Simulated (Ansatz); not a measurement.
InGaN2:
Space group P3m1 (No. 156); a = b = 3.3535 Å, c = 5.4996 Å, α = β = 90.00°, γ = 120.00°

```
atom  site  symmetry       x       y       z
----  ----  --------  ------  ------  ------
In      1a       3m.  0.0000  0.0000  0.9971
Ga      1c       3m.  0.6667  0.3333  0.4959
N       1c       3m.  0.6667  0.3333  0.1460
N       1a       3m.  0.0000  0.0000  0.6026
```

Relaxed with PBEsol.

Give the optical modes at the zone centre with their infrared activity from DFPT, PBEsol in the plane-wave PAW code Ansatz.

Transverse frequencies, without the LO–TO term; a row sums one degenerate level.

```tsv
ω (cm⁻¹)	degeneracy	IR ((D/Å)²/amu)	activity	symmetry
105	2	0.02	IR	E
275	1	0.23	IR	A1
442	2	35.63	IR	E
495	1	27.40	IR	A1
529	2	21.72	IR	E
646	1	4.47	IR	A1
```

The first step of the workflow began from a Materials Project structure, measured or hypothetical; the Crystallography Open Database copy checked does not list it. With In and Ga taken as one species the cell has the higher symmetry P6_3mc, so it may be an ordered model of a mixed-site phase. Whether it is the stable phase at ambient conditions was not checked. Symmetry was held in the PBEsol relaxation; of distortions, only those at the zone centre were tested.

Potentials: the later of the program's two PAW sets.
